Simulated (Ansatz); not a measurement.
Si₃N₄:
```
Si3N4
1.0
    7.62452     0.00000     0.00000
   -3.81226     6.60303     0.00000
    0.00000     0.00000     2.91042
Si N
6 8
Direct
  0.23245   0.82607   0.75000
  0.76755   0.17393   0.25000
  0.40638   0.23245   0.25000
  0.59362   0.76755   0.75000
  0.17393   0.40638   0.75000
  0.82607   0.59362   0.25000
  0.33333   0.66667   0.75000
  0.66667   0.33333   0.25000
  0.97039   0.67000   0.75000
  0.02961   0.33000   0.25000
  0.30039   0.97039   0.25000
  0.69961   0.02961   0.75000
  0.33000   0.30039   0.75000
  0.67000   0.69961   0.25000
```

Relaxed with the program Ansatz at the PBEsol level (PAW). Indices refer to the conventional cell of P6_3/m, a = 7.6245 Å, b = 7.6245 Å, c = 2.9104 Å, α = 90.00°, β = 90.00°, γ = 120.00°.

Question: Simulate the powder diffraction pattern (neutron, λ = 1.5401 Å; lines above 1 %) up to 2θ = 90°.

Answer: Simulated powder pattern, neutron, λ = 1.5401 Å (kinematic, ideal powder, no thermal factors, coherent scattering alone; the 30 strongest lines at most, above 1 %, up to 2θ = 90°):

```json
[
 {"2θ (°)": "13.39", "d (Å)": "6.603", "I/Imax (%)": "13", "hkl": "(1 0 -1 0)"},
 {"2θ (°)": "23.31", "d (Å)": "3.812", "I/Imax (%)": "12", "hkl": "(1 1 -2 0)"},
 {"2θ (°)": "26.98", "d (Å)": "3.302", "I/Imax (%)": "37", "hkl": "(2 0 -2 0)"},
 {"2θ (°)": "33.61", "d (Å)": "2.663", "I/Imax (%)": "34", "hkl": "(1 0 -1 1)"},
 {"2θ (°)": "35.94", "d (Å)": "2.496", "I/Imax (%)": "22", "hkl": "(1 2 -3 0)+(2 1 -3 0)"},
 {"2θ (°)": "38.89", "d (Å)": "2.313", "I/Imax (%)": "89", "hkl": "(1 1 -2 1)"},
 {"2θ (°)": "40.96", "d (Å)": "2.201", "I/Imax (%)": "83", "hkl": "(3 0 -3 0)"},
 {"2θ (°)": "41.31", "d (Å)": "2.183", "I/Imax (%)": "6.2", "hkl": "(2 0 -2 1)"},
 {"2θ (°)": "47.96", "d (Å)": "1.895", "I/Imax (%)": "25", "hkl": "(1 2 -3 1)+(2 1 -3 1)"},
 {"2θ (°)": "49.73", "d (Å)": "1.831", "I/Imax (%)": "15", "hkl": "(3 1 -4 0)+(1 3 -4 0)"},
 {"2θ (°)": "52.03", "d (Å)": "1.756", "I/Imax (%)": "9.4", "hkl": "(3 0 -3 1)"},
 {"2θ (°)": "57.75", "d (Å)": "1.595", "I/Imax (%)": "57", "hkl": "(2 2 -4 1)"},
 {"2θ (°)": "61.11", "d (Å)": "1.515", "I/Imax (%)": "25", "hkl": "(2 3 -5 0)+(3 2 -5 0)"},
 {"2θ (°)": "63.90", "d (Å)": "1.455", "I/Imax (%)": "38", "hkl": "(0002)"},
 {"2θ (°)": "64.61", "d (Å)": "1.441", "I/Imax (%)": "2.6", "hkl": "(1 4 -5 0)+(4 1 -5 0)"},
 {"2θ (°)": "65.62", "d (Å)": "1.421", "I/Imax (%)": "1.4", "hkl": "(1 0 -1 2)"},
 {"2θ (°)": "69.00", "d (Å)": "1.360", "I/Imax (%)": "3.6", "hkl": "(1 1 -2 2)"},
 {"2θ (°)": "69.93", "d (Å)": "1.344", "I/Imax (%)": "100", "hkl": "(3 2 -5 1)+(2 3 -5 1)"},
 {"2θ (°)": "70.66", "d (Å)": "1.332", "I/Imax (%)": "14", "hkl": "(2 0 -2 2)"},
 {"2θ (°)": "73.22", "d (Å)": "1.291", "I/Imax (%)": "73", "hkl": "(1 4 -5 1)+(4 1 -5 1)"},
 {"2θ (°)": "74.60", "d (Å)": "1.271", "I/Imax (%)": "42", "hkl": "(3 3 -6 0)"},
 {"2θ (°)": "75.55", "d (Å)": "1.257", "I/Imax (%)": "14", "hkl": "(1 2 -3 2)+(2 1 -3 2)"},
 {"2θ (°)": "76.21", "d (Å)": "1.248", "I/Imax (%)": "5.6", "hkl": "(2 4 -6 0)+(4 2 -6 0)"},
 {"2θ (°)": "78.75", "d (Å)": "1.214", "I/Imax (%)": "61", "hkl": "(3 0 -3 2)"},
 {"2θ (°)": "79.63", "d (Å)": "1.203", "I/Imax (%)": "38", "hkl": "(5 0 -5 1)"},
 {"2θ (°)": "80.98", "d (Å)": "1.186", "I/Imax (%)": "4.8", "hkl": "(5 1 -6 0)+(1 5 -6 0)"},
 {"2θ (°)": "84.35", "d (Å)": "1.147", "I/Imax (%)": "18", "hkl": "(4 2 -6 1)+(2 4 -6 1)"},
 {"2θ (°)": "85.05", "d (Å)": "1.139", "I/Imax (%)": "14", "hkl": "(3 1 -4 2)+(1 3 -4 2)"},
 {"2θ (°)": "88.81", "d (Å)": "1.101", "I/Imax (%)": "16", "hkl": "(6 0 -6 0)"},
 {"2θ (°)": "89.04", "d (Å)": "1.098", "I/Imax (%)": "2.9", "hkl": "(1 5 -6 1)+(5 1 -6 1)"}
]
```

Symmetry was held in the PBEsol relaxation.

Potentials: the earlier of the program's two PAW sets. The files were generated under PBE; for other functionals the program regenerates the frozen cores, and for LDA and PBEsol the local potential too.
